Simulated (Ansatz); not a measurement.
LiCl (zinc blende, F-43m), the program Ansatz at the r²SCAN level (PAW), all energies at zero smearing, with the estimated change up to a 700 eV cutoff added, with one set of potentials and settings (totals compare only within such a set). Cell of 2 atoms (1 Li, 1 Cl): -1292.783 eV.

| element | reference phase | E (eV/atom) |
|---|---|---|
| Li | Fm-3m, 1 atoms in the cell | -205.1371 |
| Cl | Cmce, 4 atoms in the cell | -1083.6259 |

Formation energy per atom, worked out: (-1292.783 − 1×(-205.1371) − 1×(-1083.6259))/2 = -2.010 eV/atom (-194 kJ per mol of atoms), at 0 K, without zero-point energy or fitted corrections.

The start of the workflow was typed in or built on a structure type; neither database checked (COD, Materials Project) lists it. It is not the phase usual at ambient conditions (space group No. 225). The r²SCAN relaxation kept the symmetry of its start; its stability against distortions is not shown here. The references are the lowest solids computed at this level, not always the standard phases (solids in place of the gases).

Potentials: the later of the program's two PAW sets.
